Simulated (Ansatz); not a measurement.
Simulated (Ansatz). Plane-wave DFT: an element X is put into a periodic supercell of the crystal below and the atoms relax. X is one of the candidates, and is told by the neutral defect's formation energy over the elements (uncorrected), its moments where the run had spin, and its relaxed neighbours, eight at most.

```
cell
1.0
    -2.1021    2.1021    4.9349
     2.1021   -2.1021    4.9349
     2.1021    2.1021   -4.9349
Eu Rh Si
1 1 3
Direct
  0.0021 0.0021 0.0000
  0.6548 0.6548 0.0000
  0.4145 0.4145 0.0000
  0.2633 0.7633 0.5000
  0.7633 0.2633 0.5000
```

host atoms in supercell: 20
functional: r2SCAN
wave cutoff: 500 eV
k mesh: 4, 4, 2
k shift: 0.5, 0.5, 0.5 mesh steps
gaussian smearing: 0.05 eV
start displacement: 0.03 angstrom
electrons started on: no chosen atoms
candidate elements: C, N, Mg, Sr, Y, Pb
found formation energy: 0.815 eV
found moment change of cell: 0.25 muB
found absolute moment of cell: 28.04 muB
found largest move from host sites: 0.284 angstrom
found added atom moment: 0 muB

```csv
supercell vector,supercell times a (host cell vectors),supercell times b (host cell vectors),supercell times c (host cell vectors)
A,-1,1,0
B,-1,-1,-2
C,-1,-1,0
```

| change element | change kind | change place a (host cell vectors) | change place b (host cell vectors) | change place c (host cell vectors) |
| --- | --- | --- | --- | --- |
| X | on Si | -0.5855 | -0.5855 | 0 |

```json
{"found neighbour element": "Rh", "found neighbour distance (angstrom)": "2.657"}
{"found neighbour element": "Si", "found neighbour distance (angstrom)": "2.71"}
{"found neighbour element": "Si", "found neighbour distance (angstrom)": "2.71"}
{"found neighbour element": "Si", "found neighbour distance (angstrom)": "2.71"}
{"found neighbour element": "Si", "found neighbour distance (angstrom)": "2.71"}
```

Problem. Which element is X?

Solution. Mg.

Caveats: 4f shell without a U, which puts 4f levels too near the Fermi level; open f or d shells may hold a state above the lowest; one random start near the defect, so other minima are possible; the supercell is small.
